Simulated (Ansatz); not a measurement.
**La3ScAl8: what a change of kpoints.mp_grid.shift, scf.eigensolver.kind does**

Level of theory: PBEsol, no spin polarisation, scalar-relativistic; Ansatz, plane waves to 420 eV (PAW set soft_2), k-mesh 6×6×6. These are the settings of the reference run.

Cell:

```yaml
crystal:
  lattice:
    - [2.80527, 1.61962, 9.19549]
    - [-2.80527, 1.61962, 9.19549]
    - [0.00000, -3.23924, 9.19549]
  atoms:
    - { symbol: Al, position: [0.56380, 0.56380, 0.06622] }
    - { symbol: Al, position: [0.06119, 0.06119, 0.55820] }
    - { symbol: Al, position: [0.56380, 0.06622, 0.56380] }
    - { symbol: Al, position: [0.06119, 0.55820, 0.06119] }
    - { symbol: Al, position: [0.81209, 0.81209, 0.81209] }
    - { symbol: Al, position: [0.31306, 0.31306, 0.31306] }
    - { symbol: Al, position: [0.06622, 0.56380, 0.56380] }
    - { symbol: Al, position: [0.55820, 0.06119, 0.06119] }
    - { symbol: La, position: [0.62540, 0.62540, 0.62540] }
    - { symbol: La, position: [0.99990, 0.99990, 0.99990] }
    - { symbol: La, position: [0.49989, 0.49989, 0.49989] }
    - { symbol: Sc, position: [0.12528, 0.12528, 0.12528] }
```

The reference run of this cell is solved again as a single point with these keys changed:

| key | reference run | changed run |
| --- | --- | --- |
| kpoints.mp_grid.shift | not typed | [0.5, 0.5, 0.5] |
| scf.eigensolver.kind | not typed | davidson |

Task: Does this change matter?

Result: 

```
                                    quantity  reference run  changed run
energy, changed less reference (meV an atom)              0         -0.1
                              pressure (GPa)            0.0          0.0
                        largest force (eV/Å)           0.00         0.02
                        gap on the mesh (eV)           0.00         0.00
```

The results hardly move, so these settings together matter little here, or the typed value is the one that the program takes anyway. It took 9 iterations.

Caveats: a single point, atoms not relaxed again.
